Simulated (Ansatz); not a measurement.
Gd2SO2 in the Ce2O2S-type structure: one cell, several electronic states

Level of theory: PBEsol+U, U_eff = 5.0 eV (Dudarev form) on Gd f, fully localised double counting, scalar-relativistic datasets, 420 eV, PAW set soft_2 (made for PBE), 6×6×3 mesh, Gaussian smearing of 0.05 eV; plane-wave PAW code Ansatz.

```
Gd O S
1.0
     3.87352    0.00000    0.00000
    -1.93676    3.35457    0.00000
     0.00000    0.00000    6.59755
Gd O S
2 2 1
Direct
  0.33333 0.66667 0.28000
  0.66667 0.33333 0.72000
  0.33333 0.66667 0.63000
  0.66667 0.33333 0.37000
  0.00000 0.00000 0.00000
```

The cell is an idealised prototype at the compound's measured volume; the real structure may be a distorted variant.

Cell and atoms stay fixed, and the cell was started in 17 ways, of which 4 didn't converge and are left out, without spin–orbit coupling. The starts were built for 7 f electrons on Gd, a formal count that the converged states needn't keep. Starting moments of the plain starts: Gd1 7.00; Gd2 7.00 μB (atoms counted from 1).

Energies count from the lowest free state found; constrained states (a lock kept on the moments, or spin off) can lie above or below free ones. A natural orbital (eigenvector of a shell's occupation matrix) is counted as filled above 0.75 (0.9 in a metal) and as partly filled from 0.35 up to that; ↑ and ↓ are the spin channels.

```csv
state,reached from,ΔE (meV/atom),gap (eV),P (GPa),cell spin moment (μB),site spin moments (μB),shell filling,Hubbard energy (eV/cell),flags
1,"antiferromagnetic start, free; ferrimagnetic site moments held at Gd1 6.85; Gd2 -2.74 μB at first, then free; antiferromagnetic site moments held at Gd1 6.85; Gd2 -6.85 μB at first, then free",0.0,2.98,-2.9,0.00,"Gd 6.85, -6.85","Gd 7↑ 0↓, 7.05 e; Gd 0↑ 7↓, 7.05 e",0.29,–
2,antiferromagnetic directions held (constrained),0.0,2.98,-2.9,0.00,"Gd 6.85, -6.85","Gd 7↑ 0↓, 7.05 e; Gd 0↑ 7↓, 7.05 e",0.29,–
3,"ferromagnetic start, free, symmetry kept, no search; ferromagnetic start, free, default search; ferromagnetic start, free, natural orbitals of the symmetric run filled by rank",1.2,2.70,-2.8,14.00,Gd 6.85,"Gd 7↑ 0↓, 7.05 e",0.28,–
4,"total moment locked, 14.00 μB per cell (constrained)",1.2,2.70,-2.8,14.00,Gd 6.85,"Gd 7↑ 0↓, 7.05 e",0.28,–
5,"total moment locked, 15.40 μB per cell (constrained)",569.1,metal,-1.1,15.40,Gd 6.92; O 0.17; S 0.31,"Gd 7↑ 0↓, 7.04 e",0.23,–
6,"total moment held at first, then free, 7.00 μB per cell",1259.6,1.24,-3.2,10.00,Gd 4.92,"Gd 6↑ 1↓, 7.08 e",0.45,–
7,"total moment locked, 7.00 μB per cell (constrained)",2305.1,metal,-2.3,7.00,Gd 3.30; S 0.12,"Gd 5↑ 2↓, 7.22 e",1.71,–
8,"total moment locked at zero, no site moments, 0.00 μB per cell (constrained)",4025.0,metal,-3.3,0.00,under 0.05,"Gd 3↑(+1 partly) 3↓(+1 partly), 7.26 e",2.76,–
9,no spin polarisation,4025.0,metal,-3.3,0.00,under 0.05,"Gd 3 filled, 1 partly in each spin, 7.26 e",2.76,occupations loosely converged
```

The lowest free state (state 1) has a gap of 2.98 eV. Its natural occupations are Gd1 spin up: 1.00 1.00 1.00 1.00 1.00 1.00 1.00; Gd1 spin down: 0.01 0.01 0.01 0.01 0.01 0.01 0.01; Gd2 spin up: 0.01 0.01 0.01 0.01 0.01 0.01 0.01; Gd2 spin down: 1.00 1.00 1.00 1.00 1.00 1.00 1.00.

State 6 lies 1259.6 meV/atom higher, or 6.30 eV per cell. It has a gap of 1.24 eV and a whole-number cell moment of 10 μB, as a collinear insulator must have; natural occupations Gd1 spin up: 0.04 1.00 1.00 1.00 1.00 1.00 1.00; Gd1 spin down: 0.01 0.01 0.01 0.01 0.01 0.01 1.00; Gd2 spin up: 0.04 1.00 1.00 1.00 1.00 1.00 1.00; Gd2 spin down: 0.01 0.01 0.01 0.01 0.01 0.01 1.00. On Gd1, N↑ − N↓ is 4.99 in size in state 6 against 6.94 in state 1: with fewer parallel spins, state 6 lacks part of the exchange energy behind Hund's first rule. They differ in magnetic order (signs of the magnetic ions' moments, up to an overall flip, +− in state 1, ++ in state 6) and in their orbitals (elements of the occupation matrices differ by up to 0.99). A third run (ferromagnetic start, free, symmetry kept, no search) has the order of state 6 and the orbitals of state 1 (matrices equal within 0.01); it lies 1.2 meV/atom higher than state 1, and state 6 lies 1258.4 meV/atom higher than it. So of the 1259.6 meV/atom the spin state and orbitals give 1258.4 and the order of the moments 1.2: the difference is almost all the shell's spin state. With J = 0 the Hubbard energy is (U/2) Σ λ(1 − λ), a penalty on fractional natural occupations. The sums Σ λ(1 − λ) over the cell's shells are 0.11 for state 1 and 0.18 for state 6, which at U/2 = 2.50 eV give 0.29 and 0.45 eV per cell. Of the difference of 6.30 eV per cell, the Hubbard term gives 0.17 eV and all other terms 6.13 eV, so the Hubbard term itself makes little of it, though U shapes both states. The other terms are taken on each state's own density, so they aren't the result of a run without U.

In the lowest free state the fixed cell carries a pressure of -2.9 GPa (the cell is larger than this level of theory would relax to) and forces up to 0.22 eV/Å; relaxing would change energies and could change the order of close states.

Other starts might reach a lower state still. For metallic states the mesh is coarse, so energy differences carry some meV/atom. Spin–orbit coupling is left out, although for these shells it is strong enough to reorder states. The value of U was drawn from a range and not derived for this compound; another value can change gaps, moments and the order of states. A gap on the mesh alone may shrink between mesh points.
